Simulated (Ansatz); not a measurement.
# BaLi2MnV2O8: checking a database structure before trusting its electric field gradients

The cell is a Materials Project structure (computed, not necessarily an observed phase).

```cif
data_BaLi2MnV2O8
_symmetry_space_group_name_H-M 'P-1'
_symmetry_Int_Tables_number 2
_cell_length_a 5.3515
_cell_length_b 5.3540
_cell_length_c 7.3994
_cell_angle_alpha 90.061
_cell_angle_beta 90.016
_cell_angle_gamma 119.959
loop_
_atom_site_label
_atom_site_type_symbol
_atom_site_symmetry_multiplicity
_atom_site_Wyckoff_symbol
_atom_site_fract_x
_atom_site_fract_y
_atom_site_fract_z
Ba Ba 1 b 0.0000 0.0000 0.5000
Li Li 2 i 0.3332 0.6663 0.2375
Mn Mn 1 a 0.0000 0.0000 0.0000
V V 2 i 0.6663 0.3327 0.2533
O7 O 2 i 0.6660 0.3331 0.4865
O9 O 2 i 0.3030 0.3396 0.8154
O10 O 2 i 0.0367 0.6988 0.8155
O11 O 2 i 0.6616 0.9648 0.8154
```

One atom of each set is listed.

Computed with Ansatz: DFT, PBE, plane waves and PAW, scalar-relativistic, collinear spin, 420 eV cutoff, Γ-centred 5×5×4 k-points, Fermi–Dirac smearing 0.02 eV. Start moments as typed (μB): 5 on each Mn, none on the rest.

Q: Do the atoms and the cell lie near the calculated equilibrium?

A: Not quite. The largest force is 0.74 eV/Å, on atom 7 (O: 1 V at 1.73 Å, 1 Li at 2.04 Å, angle 180°; also 3 Ba at 3.09 Å), and the pressure is -4.1 GPa. Relaxing the atoms is still advisable, since electric field gradients respond to shifts of a few hundredths of an ångström.
